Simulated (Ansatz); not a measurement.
# InGa3P4 (ordering on zincblende) by several functionals

All numbers come from Ansatz 0.2.0. These are computed values for a non-magnetic cell that may be hypothetical; none is a measurement.

The cell is an ordered 8-atom cell of InGa3P4 on the zincblende lattice (R3m); cell and atoms were relaxed with r2SCAN. Around Ga lie 4 P at 2.35–2.39 Å; around Ga lie 4 P at 2.36–2.39 Å; around In lie 4 P at 2.48–2.55 Å; around P lie 4 Ga at 2.36–2.39 Å; around P lie 3 Ga at 2.39 Å and 1 In at 2.55 Å; around P lie 1 Ga at 2.35 Å and 3 In at 2.48 Å.

Space group R3m:H (No. 160). a = 3.933 Å, b = 3.933 Å, c = 38.688 Å, α = 90.00°, β = 90.00°, γ = 120.00°
```json
{"atom": "Ga", "site": "3a", "symmetry": "3m", "x": "0.6667", "y": "0.3333", "z": "0.3307"}
{"atom": "Ga", "site": "3a", "symmetry": "3m", "x": "0.0000", "y": "0.0000", "z": "0.2501"}
{"atom": "Ga", "site": "3a", "symmetry": "3m", "x": "0.3333", "y": "0.6667", "z": "0.1694"}
{"atom": "In", "site": "3a", "symmetry": "3m", "x": "0.6667", "y": "0.3333", "z": "0.0839"}
{"atom": "P", "site": "3a", "symmetry": "3m", "x": "0.0000", "y": "0.0000", "z": "0.3111"}
{"atom": "P", "site": "3a", "symmetry": "3m", "x": "0.3333", "y": "0.6667", "z": "0.2304"}
{"atom": "P", "site": "3a", "symmetry": "3m", "x": "0.6667", "y": "0.3333", "z": "0.1497"}
{"atom": "P", "site": "3a", "symmetry": "3m", "x": "0.0000", "y": "0.0000", "z": "0.0580"}
```

Relaxed lattice by functional, symmetry kept:
```csv
functional,k mesh,a (Å),c (Å),volume (Å³/atom)
PBE,8×8×8,3.971,39.060,22.23
r2SCAN,6×6×6,3.933,38.688,21.59
```

Gaps on the r2SCAN cell, each the least over its mesh and the special points:
```
  level  k mesh  gap (eV)    kind  edges  least direct gap (eV)        rough cost
    PBE   8×8×8      1.04  direct      Γ                   1.04   70 core-seconds
PBE+SOC   8×8×8      1.01  direct      Γ                   1.01    6 core-minutes
 r2SCAN   8×8×8      1.45  direct      Γ                   1.45  2.2 core-minutes
  HSE06   4×4×4      1.92  direct      Γ                   1.92   16 core-minutes
   PBE0   4×4×4      2.58  direct      Γ                   2.58   15 core-minutes
```
PBE, PBE+SOC: smearing of 0.02 eV; the others have fixed occupations.
Wave cutoffs: 420 eV, 500 eV (r2SCAN).
Costs come from shared machines and give only the order; PBE's includes the band path. The runs had 4 threads of Intel(R) Xeon(R) Platinum 8259CL CPU @ 2.50GHz (Skylake/Cascade Lake) (shared host).

With HSE06 the gap is 1.92 eV and direct, at Γ. Spin-orbit coupling changes the PBE gap by -0.034 eV, to 1.01 eV.

r2SCAN covers 47 % of the step from PBE to HSE06, while HSE06 needs about 7 times r2SCAN's rough cost (on a coarser mesh). Spin-orbit coupling moves the least or the direct gap by up to 0.03 eV, so it can be left out where a tenth of an eV counts. Among these functionals the gap stays direct.

Only the levels marked +SOC include spin-orbit coupling.
